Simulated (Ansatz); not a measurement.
Consider the following.

LaIn₃:
```yaml
crystal:
  lattice:
    - [4.76545, 0.00000, 0.00000]
    - [0.00000, 4.76545, 0.00000]
    - [0.00000, 0.00000, 4.76545]
  atoms:
    - { symbol: La, position: [0.00000, 0.00000, 0.00000] }
    - { symbol: In, position: [0.50000, 0.00000, 0.50000] }
    - { symbol: In, position: [0.00000, 0.50000, 0.50000] }
    - { symbol: In, position: [0.50000, 0.50000, 0.00000] }
```

This is the r²SCAN-relaxed structure.

**Question.** All from DFT-r²SCAN in the program Ansatz with PAW potentials, unless another level is named. Give the formation energy from the elements (no fitted shifts).

**Answer.** -0.59 eV/atom.

**Question.** Next, the density of states at the Fermi level?

**Answer.** 0.50 states/eV per atom (mean over ±0.08 eV).

Space group Pm-3m (Cu3Au type). The first step of the workflow began from a Materials Project structure, measured or hypothetical; the Crystallography Open Database copy checked does not list it. With La and In taken as one species the cell has the higher symmetry Fm-3m, so it may be an ordered model of a mixed-site phase. Its standing as an ambient phase is unchecked. The cell was relaxed with r²SCAN under the symmetry of its start; whether a distortion lowers the energy is not shown. The references are the lowest solids computed at this level, not always the standard phases. Scalar-relativistic: spin–orbit coupling is off unless named, which matters more the heavier the elements.

Potentials: the later of the program's two PAW sets.
